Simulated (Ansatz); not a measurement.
Input and command of a calculation in Ansatz (plane waves; scalar-relativistic PAW potentials unless the input names others):

```yaml
crystal:
  lattice:
    - [3.5370618782, 0.0, 0.0]
    - [-1.7685309391, 3.0631854413, 0.0]
    - [0.0, 0.0, 4.6800655952]
  atoms:
    - { symbol: Mg, position: [0.3333333333, 0.6666666667, 0.25] }
    - { symbol: Mg, position: [0.6666666667, 0.3333333333, 0.75] }
    - { symbol: H, position: [0.3333333333, 0.6666666667, 0.75] }
    - { symbol: H, position: [0.6666666667, 0.3333333333, 0.25] }
basis:
  ecutwfc: 420
kpoints:
  mp_grid: { grid: [12, 12, 8] }
hamiltonian:
  xc: pbe
scf:
  occupations: { method: gaussian, width: 0.1 }
  n_extra_bands: 8
  mixing: { algorithm: anderson, beta: 0.9, ndim: 2 }
output:
  forces: true
  eigenvalues: true
  stress: true
```

```bash
ansatz run input.yaml --threads 2 --pin off --max-ram 5120MiB --backend cpu --events-out ev --progress --plain --runs-dir out
```

Abridged log:
```
scf.n_extra_bands = 8 over 11 filled bands (N_el = 22.0): the run solves 19 bands
Pseudopotentials: kind: paw
Pseudopotential: Mg, paw, valence charge 10, recommended cutoff 420 eV (normal)
Pseudopotential: H, paw, valence charge 1, recommended cutoff 420 eV (normal)
Functional definition: PBE
Crystal: 4 atoms, lattice volume = 50.707 Å³
Basis set: ecut = 420 eV, 981 PW (Γ), exchange–correlation on 48×48×64 points (8 copies of the dense FFT grid, shifted against one another)
Bands: 19, of which v1, the nominal top of the filled ones, is band 11 counted from 1 (10 counted from 0)
Symmetry: 24 space group operations
Space group: P63/mmc (ITA 194), of the structure as read, at distance tolerance 3.7e-5 Å
k-points: 95 of 1152
Initial density: superposition of atomic densities (neutral atoms: chi_scale 0, normalization atom), corrected by the library's trained network
Initial wavefunctions: pseudopotential atomic-orbital guess
Functional: x = pbe(κ = 0.804, μ = 0.21951497), c = pbe(β = 0.06672455)
SCF iter   1: F=—  HF=-3878.496813 eV  |F-HF|=—  |Δ(HF+E_count)|=         —  Δρ=2.60e-3  dr2=4.53e-3  ethr=1.77e-3  ⟨swp⟩=5.1  Hψ=8545  notcnv=0  defer=72
SCF iter   2: F=—  HF=-3878.496115 eV  |F-HF|=—  |Δ(HF+E_count)|=   6.98e-4  Δρ=8.94e-4  dr2=7.74e-4  ethr=2.06e-5  ⟨swp⟩=1.5  Hψ=2629  notcnv=0  defer=89  κ⁻¹=1.0e0(r=1)
SCF iter   3: F=—  HF=-3878.496025 eV  |F-HF|=—  |Δ(HF+E_count)|=   9.05e-5  Δρ=3.29e-4  dr2=9.96e-5  ethr=3.52e-6  ⟨swp⟩=1.0  Hψ=1596  notcnv=0  defer=89  κ⁻¹=1.0e0(r=1)
SCF iter   4: F=—  HF=-3878.496074 eV  |F-HF|=—  |Δ(HF+E_count)|=   4.97e-5  Δρ=6.95e-5  dr2=1.89e-6  ethr=4.53e-7  ⟨swp⟩=1.4  Hψ=2025  notcnv=0  defer=89  κ⁻¹=1.0e0(r=1)
SCF iter   5: F=—  HF=-3878.496074 eV  |F-HF|=—  |Δ(HF+E_count)|=   1.00e-7  Δρ=2.69e-5  dr2=1.39e-7  ethr=8.61e-9  ⟨swp⟩=2.0  Hψ=2644  notcnv=0  defer=89  κ⁻¹=1.0e0(r=1)
SCF iter   6: F=-3878.496074 eV  HF=-3878.496074 eV  |F-HF|=2.37e-8  |Δ(HF+E_count)|=   2.06e-9  Δρ=8.32e-6  dr2=2.79e-8  ethr=4.55e-10  ⟨swp⟩=7.7  Hψ=7795  notcnv=0
SCF 1 converged in 6 iterations: F = -3878.496074 eV  dr2 = 2.79e-8
SCF converged after 6 iterations
Stability not checked: this state was not tested for a lower state beside it, because the mixer in use, unlike msr1, does not test its closes by its own steps (another_mixer; see scf.mixing.algorithm and scf.lower_state_search)
Free energy (F): -3878.496074 eV
Harris-Foulkes:  -3878.496074 eV  (|F-HF|=2.37e-8)
Internal energy: -3878.491172 eV  (E = F + TS)
E sigma→0 (E₀):  -3878.493623 eV
Entropy (-TS):   -0.004902 eV (-1.226 meV/atom)
Fermi energy:    5.815287 eV
--- Forces (eV/Å), atoms counted from 1 ---
  atom   1  Mg     0.00000000     0.00000000     0.00000000
  atom   2  Mg     0.00000000     0.00000000     0.00000000
  atom   3  H      0.00000000     0.00000000     0.00000000
  atom   4  H      0.00000000     0.00000000     0.00000000
--- Stress (GPa, compression-positive) ---
       -0.077461       0.000000       0.000000
        0.000000      -0.077461       0.000000
        0.000000       0.000000      -0.070931
  P = ⅓ Tr σ = -0.0753 GPa (-0.753 kbar)
```

Apart from outputs and the relaxation, which only the reference makes, the input differs from a reference run on usual settings in scf.n_extra_bands: not typed → 8; scf.mixing.algorithm: not typed → "anderson"; scf.mixing.beta: not typed → 0.9; scf.mixing.ndim: not typed → 2. The reference, at the same geometry, ended its own course with pressure -0.08 GPa, largest force 0.000 eV/Å, no gap on the mesh. This run converged in 6 SCF iterations with an energy at zero smearing within 0.01 meV/atom of the reference's, pressure -0.08 GPa, largest force 0.000 eV/Å, no gap on the mesh.

It took 1.8 s on 2 threads of Arm Neoverse V1, with other jobs on the host, peak memory 0.34 GiB.